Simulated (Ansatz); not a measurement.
Al3GaN4:
```
CELL_PARAMETERS angstrom
      3.12493     0.00000     0.00000
     -1.56247     2.70627     0.00000
      0.00000     0.00000    10.07324
ATOMIC_POSITIONS crystal
  Ga 0.33333 0.66667 0.00559
  N  0.33333 0.66667 0.20072
  Al 0.66667 0.33333 0.25808
  N  0.66667 0.33333 0.44644
  Al 0.33333 0.66667 0.50485
  N  0.33333 0.66667 0.69311
  Al 0.66667 0.33333 0.75126
  N  0.66667 0.33333 0.93949
```

Relaxed with r²SCAN.

Problem. Give the Bader charges and basin volumes of the independent atoms, r²SCAN in the plane-wave PAW code Ansatz.

Solution. 

```tsv
atom	Bader charge (e)	Bader volume (Å³)
Ga1	+1.66	8.9
N2	-2.28	16.4
Al3	+2.48	3.8
N4	-2.48	17.2
Al5	+2.49	3.8
N6	-2.48	17.2
Al7	+2.49	3.8
N8	-1.87	14.0
```

Space group P3m1. The start of the workflow was typed in or built on a structure type; neither database checked (COD, Materials Project) lists it. Whether it is the stable phase at ambient conditions was not checked. The r²SCAN relaxation kept the symmetry of its start; its stability against distortions is not shown here.

Potentials: the earlier of the program's two PAW sets.
